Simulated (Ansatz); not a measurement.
## Relaxing thallium (beta-Sn type)

Method: Ansatz, DFT, PBEsol, plane waves (420 eV) with PAW, scalar-relativistic. The PAW files were generated under PBE, with cores re-solved for the functional.

k-point mesh 11×11×8, Fermi-Dirac smearing 0.1 eV, no spin polarisation. Cell and atoms relax.

Starting structure:

```xyz
2
Lattice="-2.9985 2.9985 1.6372 2.9985 -2.9985 1.6372 2.9985 2.9985 -1.6372" Properties=species:S:1:pos:R:3 pbc="T T T"
Tl    0.0000    0.0000    0.0000
Tl    0.0000    2.9985    0.8186
```

Q: What cell does the relaxation end in?

A: C2/c with a = 3.263 Å, b = 11.333 Å, c = 3.445 Å, β = 116.07°; 28.61 Å³ per atom against 29.44 at the start (-2.8 %).

The cell has left the beta-Sn structure type; it ends in C2/c.

Q: How much energy does the relaxation gain?

A: 79.1 meV per atom.

Path of the relaxation (the plane waves are chosen anew near the end, which can shift the energy a little):

```json
{"step": "0", "E − E(final) (meV/atom)": "79.08", "V (Å³/atom)": "29.439", "P (GPa)": "0.90", "max force (eV/Å)": "0.003"}
{"step": "1", "E − E(final) (meV/atom)": "74.67", "V (Å³/atom)": "30.173", "P (GPa)": "0.02", "max force (eV/Å)": "0.000"}
{"step": "2", "E − E(final) (meV/atom)": "73.15", "V (Å³/atom)": "30.300", "P (GPa)": "-0.12", "max force (eV/Å)": "0.001"}
{"step": "3", "E − E(final) (meV/atom)": "71.80", "V (Å³/atom)": "30.299", "P (GPa)": "-0.11", "max force (eV/Å)": "0.001"}
{"step": "4", "E − E(final) (meV/atom)": "65.59", "V (Å³/atom)": "30.240", "P (GPa)": "-0.06", "max force (eV/Å)": "0.000"}
{"step": "5", "E − E(final) (meV/atom)": "55.66", "V (Å³/atom)": "30.070", "P (GPa)": "-0.17", "max force (eV/Å)": "0.008"}
{"step": "6", "E − E(final) (meV/atom)": "43.97", "V (Å³/atom)": "29.647", "P (GPa)": "-0.20", "max force (eV/Å)": "0.028"}
{"step": "7", "E − E(final) (meV/atom)": "39.08", "V (Å³/atom)": "29.291", "P (GPa)": "0.02", "max force (eV/Å)": "0.066"}
{"step": "8", "E − E(final) (meV/atom)": "35.02", "V (Å³/atom)": "29.244", "P (GPa)": "-0.21", "max force (eV/Å)": "0.017"}
{"step": "9", "E − E(final) (meV/atom)": "32.85", "V (Å³/atom)": "28.842", "P (GPa)": "-0.05", "max force (eV/Å)": "0.002"}
{"step": "10", "E − E(final) (meV/atom)": "32.79", "V (Å³/atom)": "28.669", "P (GPa)": "0.02", "max force (eV/Å)": "0.005"}
{"step": "11", "E − E(final) (meV/atom)": "32.74", "V (Å³/atom)": "28.710", "P (GPa)": "0.00", "max force (eV/Å)": "0.001"}
{"step": "12", "E − E(final) (meV/atom)": "32.74", "V (Å³/atom)": "28.733", "P (GPa)": "-0.01", "max force (eV/Å)": "0.001"}
{"step": "13", "E − E(final) (meV/atom)": "23.91", "V (Å³/atom)": "28.733", "P (GPa)": "0.55", "max force (eV/Å)": "0.001"}
{"step": "14", "E − E(final) (meV/atom)": "11.75", "V (Å³/atom)": "28.778", "P (GPa)": "0.14", "max force (eV/Å)": "0.003"}
{"step": "15", "E − E(final) (meV/atom)": "2.00", "V (Å³/atom)": "28.361", "P (GPa)": "0.41", "max force (eV/Å)": "0.025"}
{"step": "16", "E − E(final) (meV/atom)": "0.52", "V (Å³/atom)": "28.705", "P (GPa)": "-0.09", "max force (eV/Å)": "0.011"}
{"step": "17", "E − E(final) (meV/atom)": "0.14", "V (Å³/atom)": "28.595", "P (GPa)": "0.03", "max force (eV/Å)": "0.002"}
{"step": "18", "E − E(final) (meV/atom)": "0.01", "V (Å³/atom)": "28.595", "P (GPa)": "0.01", "max force (eV/Å)": "0.002"}
{"step": "19", "E − E(final) (meV/atom)": "0.00", "V (Å³/atom)": "28.609", "P (GPa)": "0.00", "max force (eV/Å)": "0.003"}
{"step": "20", "E − E(final) (meV/atom)": "0.00", "V (Å³/atom)": "28.609", "P (GPa)": "0.00", "max force (eV/Å)": "0.003"}
```

The k-point mesh keeps fewer symmetry operations than the starting structure has, so the cell can leave it.
